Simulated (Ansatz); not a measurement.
### Question
Volume from LDA minus that from PBE (% of the latter), each on its own relaxed cell (Ansatz, a program for electronic structure, plane waves, PAW; no spin–orbit coupling, no Hubbard U), over 20 phases of the class «nitrides»: what sign and size do you expect?

### Answer
Mean -7.3 %, median -5.3 %, mean absolute 7.3 %; eight in ten lie between -9.5 and -4.0 %, and 0 % are above zero.

Some cases that may be named, with their rank among the 20 from the lowest: BN, P6_3/mmc (B on 2c, N on 2d) -24.2 % (rank 2); GaN, zinc blende -6.0 % (rank 7); GaN, wurtzite -6.0 % (rank 8); BN, zinc blende -3.6 % (rank 19); BN, wurtzite -3.6 % (rank 20).

The phases are those computed here (of each formula those with measured values and the lowest at some level), not a balanced benchmark, and neither functional is the truth. Pairs that end in unlike spin orders or unlike minima (c/a over 6 % apart, 30 % for weakly bound crystals), magnets with 4f shells, solids of gases and phases set aside for tests are left out.

2 are weakly bound layers, chains or molecules. 1 relaxed far from the usual cell at some level.

Relaxed far from the usual cell of the phase: BN, P6_3/mmc (B on 2c, N on 2d) with PBE. Weakly bound layers, chains or molecules computed without a dispersion correction, so cells and soft constants are ill determined: BN, P6_3/mmc (B on 2c, N on 2d) with LDA; BN, P6_3/mmc (B on 2c, N on 2d) with PBE. All cells were relaxed under the symmetry of their starts (and spin orders); stability against distortions was not tested throughout. Spin–orbit coupling is left out wherever it is not named.

Potentials: the later of the program's two PAW sets.

Ansatz is a plane-wave DFT program.
